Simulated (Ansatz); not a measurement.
# BIr under strains and displacements

Level of theory: Ansatz 0.2.0, DFT PBEsol, scalar-relativistic, plane waves, PAW.

Settings: cutoff 420 eV, Γ-centred mesh 15×15×16 on the computed 2-atom cell, Gaussian smearing of 0.10 eV; no spin polarisation.

Reference cell:

```xyz
2
Lattice="3.0421 0.0000 0.0000 -1.5211 2.6345 0.0000 0.0000 0.0000 2.7030" Properties=species:S:1:pos:R:3 pbc="T T T"
B     0.0000    1.7564    1.3515
Ir    0.0000    0.0000    0.0000
```

Each variant moves atoms of this cell by the vectors given, if any (Å), and then applies a symmetric strain (tensor components, Cartesian axes). The reference cell isn't relaxed at this level. Energies are per atom at zero smearing, counted from the lowest variant. Pressure is positive in compression.

1. strain (xx yy zz yz xz xy, %) 1.17 1.17 -0.33 0.00 0.00 0.00
2. strain (xx yy zz yz xz xy, %) 6.12 6.12 0.12 0.00 0.00 0.00
3. strain (xx yy zz yz xz xy, %) 5.33 5.33 2.33 0.00 0.00 0.00
4. strain (xx yy zz yz xz xy, %) 2.66 2.66 4.16 0.00 0.00 0.00

```tsv
variant	ΔE (meV/atom)	P (GPa)	space group
1	0.0	-10.43	P-6m2
2	175.4	-30.17	P-6m2
3	182.9	-33.42	P-6m2
4	115.0	-29.54	P-6m2
```

Spin–orbit coupling is left out, which can shift energies with elements as heavy as these.